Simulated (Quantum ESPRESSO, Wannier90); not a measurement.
**Wannierisation of LiH (rock salt)**

Structure: Materials Project mp-23703, symmetrised, not relaxed again. COD (Crystallography Open Database) has an entry of this formula and space group (matched by these alone). Level: PBEsol, no spin polarisation, no spin-orbit coupling; pw.x of Quantum ESPRESSO at 60 Ry with PseudoDojo potentials, 12×12×12 k-points, Wannier90. Density: 14×14×14 mesh, cold smearing 0.01 Ry.

Input w.win:

```
num_bands = 11
num_wann = 5
exclude_bands = 1
num_iter = 0
conv_tol = 1.0e-6
conv_window = 4
dis_num_iter = 1000
dis_conv_tol = 1.0e-6
dis_froz_max = 4.93
write_hr = true
write_u_matrices = true
begin projections
Li: s;p
H: s
end projections
begin unit_cell_cart
ang
    0.0000000000    2.0086200000    2.0086200000
    2.0086200000    0.0000000000    2.0086200000
    2.0086200000    2.0086200000    0.0000000000
end unit_cell_cart
begin atoms_frac
Li   0.0000000000  0.0000000000  0.0000000000
H    0.5000000000  0.5000000000  0.5000000000
end atoms_frac
mp_grid = 12 12 12
begin kpoints
0.0000000000 0.0000000000 0.0000000000
0.0000000000 0.0000000000 0.0833333333
0.0000000000 0.0000000000 0.1666666667
... (1725 more lines: the 12x12x12 mesh through Gamma)
end kpoints
```

On the energy scale of pw.x, whose zero is arbitrary, the valence-band maximum lies at 0.67 eV. Lines of w_hr.dat (R1 R2 R3 m n Re Im, eV) for R = 0 and one of the shortest lattice vectors, rounded to 0.01 eV, lines under 0.02 eV left out; orbitals in order: Li1 s, Li1 pz, Li1 px, Li1 py, H2 s.

```
    0    0    0    1    1    11.61     0.00
    0    0    0    5    1     0.08     0.00
    0    0    0    2    2    12.76     0.00
    0    0    0    5    2     0.06     0.00
    0    0    0    3    3    12.76     0.00
    0    0    0    5    3     0.05     0.00
    0    0    0    4    4    12.76     0.00
    0    0    0    5    4     0.06     0.00
    0    0    0    1    5     0.08     0.00
    0    0    0    2    5     0.06     0.00
    0    0    0    3    5     0.05     0.00
    0    0    0    4    5     0.06     0.00
    0    0    0    5    5     3.14     0.00
   -1    0    0    1    1    -0.38     0.00
   -1    0    0    2    1     0.68     0.00
   -1    0    0    4    1     0.68     0.00
   -1    0    0    1    2    -0.68     0.00
   -1    0    0    2    2     1.02     0.00
   -1    0    0    4    2     0.71     0.00
   -1    0    0    3    3    -0.25     0.00
   -1    0    0    1    4    -0.68     0.00
   -1    0    0    2    4     0.71     0.00
   -1    0    0    4    4     1.02     0.00
   -1    0    0    1    5    -1.50     0.00
   -1    0    0    3    5    -2.55     0.00
```
